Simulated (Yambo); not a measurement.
```
NaCl
1.0
    0.00000     2.78217     2.78217
    2.78217     0.00000     2.78217
    2.78217     2.78217     0.00000
Na Cl
1 1
Direct
  0.00000   0.00000   0.00000
  0.50000   0.50000   0.50000
```

Response from Yambo on PBEsol (pw.x of Quantum ESPRESSO, ONCV potentials, no spin-orbit coupling) bands: 16×16×16 mesh, 32 bands, 4 Ry local-field block, 0.2 eV broadening.

Question: Give the static electronic dielectric constant without and with local fields.

Answer: 
```
field along  ε(0), independent particles  ε(0), RPA with local fields  refractive index √ε
-----------  ---------------------------  ---------------------------  -------------------
x                                   2.83                         2.41                 1.55
```
Electronic (clamped-ion) response only. PBEsol gaps are usually too small, which raises these values. Convergence of the RPA response with its 16×16×16 mesh was not tested.

Geometry strained from the cell relaxed with PBEsol, atoms relaxed again.
